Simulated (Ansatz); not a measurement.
The start is a relaxed Ir cell, doubled along one cell vector, shaken by Gaussian noise of σ = 0.08 Å a coordinate. Cell shape, volume and atoms are optimised at zero target pressure with PBE (plane waves to 420 eV, PAW, scalar-relativistic; Ansatz, a first-principles code). First-step values are on the input's coarse k-mesh.

Ansatz input (later rounds restart from its end on a renewed k-mesh):
Ansatz 0.2 input:
```yaml
crystal:
  lattice:
    - [2.6569771721, 0, 0]
    - [-1.328488586, 2.3010097283, 0]
    - [0, 0, 5.1954115506]
  atoms:
    - { symbol: Ir, position: [0.0310661875, 0.0185289157, 0.2764739183] }
    - { symbol: Ir, position: [0.0408405981, 0.0723622412, 0.7448783706] }
basis: { ecutwfc: 420, ecutrho_ratio: 4, xc_grid: 2, fft_grid_basis: typed }
kpoints: { mp_grid: { grid: [14, 14, 6] } }
hamiltonian:
  xc: pbe
  dispersion: none
  pseudopotentials: { azcp: { folder: ./paw }, kind: paw }
scf: { occupations: { method: fermi_dirac, width: 0.05 } }
relax: { f_tol: 0.01, max_steps: 100, cell: { stress_tol: 0.02 } }
output: { forces: true, stress: true }
```

Question: What pressure does the first self-consistent step give?

Answer: +3.5 GPa (positive: the cell is compressed).

Question: By how much does the energy per atom fall from start to end?

Answer: 0.43 eV/atom.

Question: How does the volume change?

Answer: -4.8 %, from 15.88 to 15.12 Å³/atom.

Question: Is the parent structure recovered?

Answer: It does not go back: it reaches R-3m (No. 166), 0.40 eV/atom below the parent.

Question: How do the shortest distances between atoms change?

Answer: The closest pairs of elements (up to four, under 3.6 Å), start → end: Ir–Ir 2.44 → 2.54 Å.

Question: Is the relaxed structure metallic? Give its gap.

Answer: Zero (metallic).

Question: What does it relax into? Give the structure.

Answer: 
Space group R-3m, hexagonal axes (No. 166); a = b = 2.704 Å, c = 14.322 Å, α = β = 90.00°, γ = 120.00°

| atom | site | symmetry | x | y | z |
|---|---|---|---|---|---|
| Ir | 6c | 3m | 0.0000 | 0.0000 | 0.0885 |
(The calculation used a cell of 2 atoms; values per cell refer to that cell.)

Final values are on a 20×20×20 k-mesh of the relaxed cell. No spin polarisation in the result.

The run could not lose the symmetry of its start: the end is stationary, and may be a saddle point rather than a minimum.

The relaxed structure here is a generated cell of Ir: the first start was made by a random draw of sites in a space group, and the end was not matched to a known phase here, so it may be hypothetical. Known forms of Ir include space group No. 225.
